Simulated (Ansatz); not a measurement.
# Notes on Hg

```
CELL_PARAMETERS angstrom
3.82150 -0.26050 0.45985
0.32738 3.23834 -0.18599
0.26243 0.19223 4.13418
ATOMIC_POSITIONS crystal
Hg 0.74560 0.39067 0.72891
Hg 0.32576 0.93135 0.28389
```

The numbers come from plane-wave PAW DFT (Ansatz): PBE, no spin polarisation, 420 eV, 5×6×5 (shifted by 0.5, 0.5, 0.5 steps) k points, fermi-dirac occupations (width 0.1 eV). Nothing was relaxed.

- Forces: The largest is on Hg1 (and as large on other atoms): 0.21 eV/Å, components (0.13, 0.12, 0.12). It makes 101° with the line to a nearest neighbour, Hg2 at 3.00 Å.
- Contacts: Hg–Hg at 3.00 Å: least valence density 0.23 e/Å³ and ELF 0.20 there. Both are smooth PAW fields, read partly inside the augmentation spheres.
- Electronic structure: It is a metal, with about 0.35 states/eV a cell as the mean within 0.25 eV of the Fermi level.
- Stress: The pressure is 3.4 GPa (compression positive), so with the atoms held at these fractions the cell would first expand. The principal stresses 2.4, 3.5, 4.3 GPa differ, so its shape would change too.

Origin: a disordered cell, so it need not be a known compound. Caveats: the k mesh is coarse if the cell is a metal.
